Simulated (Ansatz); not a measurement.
The relaxed structure here is a generated cell of YF3: the first start was made by a random draw of sites in a space group, and the end was not matched to a known phase here, so it may be hypothetical.

A structure of YF3 relaxed with PBEsol (plane waves to 420 eV, PAW, scalar-relativistic; Ansatz, an electronic-structure program); single points at other levels follow on the same geometry (Ansatz, PAW; HSE06 at 420 eV on a 6×6×6 k-mesh; no spin-orbit coupling). Space group P-3m1 (No. 164).

```yaml
crystal:
  lattice:
    - [3.92092, 0.00000, 0.00000]
    - [-1.96046, 3.39562, 0.00000]
    - [0.00000, 0.00000, 4.32928]
  atoms:
    - { symbol: F, position: [0.66667, 0.33333, 0.10663] }
    - { symbol: F, position: [0.33333, 0.66667, 0.89337] }
    - { symbol: F, position: [0.00000, 0.00000, 0.50000] }
    - { symbol: Y, position: [0.00000, 0.00000, 0.00000] }
```

```tsv
level	gap (eV)	kind	conduction minimum
PBEsol	7.71	indirect	Γ
HSE06	…	–	…
```

Q: Some entries are withheld; supply them.

A: 
- HSE06, gap (eV): 9.93
- HSE06, conduction minimum: Γ

HSE06 gaps come from a coarse mesh plus a few chosen points, so they may be too large. No spin polarisation in the result.

It was reached from a disturbed copy of a Fmm2 (No. 42) cell, against which it lies -208 meV/atom.
